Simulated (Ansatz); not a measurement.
Relaxed-ion elastic tensor of NaI (rock salt, Fm-3m) in GPa (Voigt order), plane-wave PAW r²SCAN (Ansatz code); density 3.69 g/cm³, 33.71 Å³ per atom.

```
35.6   8.0   8.0   0.0   0.0   0.0
 8.0  35.6   8.0   0.0   0.0   0.0
 8.0   8.0  35.6   0.0   0.0   0.0
 0.0   0.0   0.0   8.1   0.0   0.0
 0.0   0.0   0.0   0.0   8.1   0.0
 0.0   0.0   0.0   0.0   0.0   8.1
```

Problem. Is the crystal mechanically stable?

Solution. Yes: the smallest eigenvalue of C is 8.1 GPa.

Problem. Work out the Voigt, Reuss and Hill averages.

Solution. K_V = 17.2, K_R = 17.2, K_H = 17.2; G_V = 10.4, G_R = 9.7, G_H = 10.1 GPa.

Problem. Give Young's modulus, Poisson's ratio, Pugh's ratio and the universal anisotropy index.

Solution. E = 9KG/(3K + G) = 25.3 GPa; ν = 0.25; K/G = 1.71 (near the Pugh limit of 1.75, no verdict); A_U = 5G_V/G_R + K_V/K_R − 6 = 0.34.

Problem. Estimate the sound speeds and the Debye temperature.

Solution. v_l = √((K + 4G/3)/ρ) = 2880 m/s, v_t = √(G/ρ) = 1650 m/s, mean 1830 m/s; Θ = (h/k)(3n/4πV)^(1/3) v_m = 169 K.

Problem. Give the Zener ratio and Young's modulus along [100], [110] and [111].

Solution. A = 2C44/(C11 − C12) = 0.59; 1/E = S11 − 2(S11 − S12 − S44/2)Γ with Γ = 0, 1/4, 1/3 gives 32.7, 23.1, 21.1 GPa.

Problem. Solve the Christoffel equation for the three sound speeds along [100], [110], [111].

Solution. Eigenvalues of C_ijkl n_j n_l equal ρv². In km/s, slowest first: [100] 1.48, 1.48, 3.10; [110] 1.48, 1.93, 2.85; [111] 1.80, 1.80, 2.75.

The cell was relaxed with r²SCAN under the symmetry of its start; phonons on a q-mesh show no instability. Scalar-relativistic: spin–orbit coupling is off unless named, which matters more the heavier the elements.

Potentials: the later of the program's two PAW sets.
